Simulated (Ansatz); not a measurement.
MgI₂:
Space group P-3m1 (No. 164); a = b = 4.1243 Å, c = 6.8321 Å, α = β = 90.00°, γ = 120.00°

```
atom  site  symmetry       x       y       z
----  ----  --------  ------  ------  ------
Mg      1a      -3m.  0.0000  0.0000  0.0000
I       2d       3m.  0.3333  0.6667  0.2455
```

Relaxed with PBE+D3(BJ).

Task: Give the optical modes at the zone centre with their infrared and Raman activity from DFPT, plane-wave PAW PBE+D3(BJ) (Ansatz code).

Result: Transverse frequencies, without the LO–TO term; a row sums one degenerate level.

```csv
ω (cm⁻¹),degeneracy,IR ((D/Å)²/amu),Raman (Å⁴/amu),activity,symmetry
66,2,0.00,1.1,Raman,Eg
111,1,0.00,59,Raman,A1g
177,2,12.88,0,IR,Eu
266,1,2.71,0,IR,A2u
```

Task: How high does the top mode go among those that the LO–TO term moves?

Result: 248 cm⁻¹ for q along x, 248 cm⁻¹ for q along y, 291 cm⁻¹ for q along z.

The cell was relaxed with PBE+D3(BJ) under the symmetry of its start; phonons on a q-mesh show no instability. Scalar-relativistic: spin–orbit coupling is off unless named, which matters more the heavier the elements.

Potentials: the later of the program's two PAW sets.
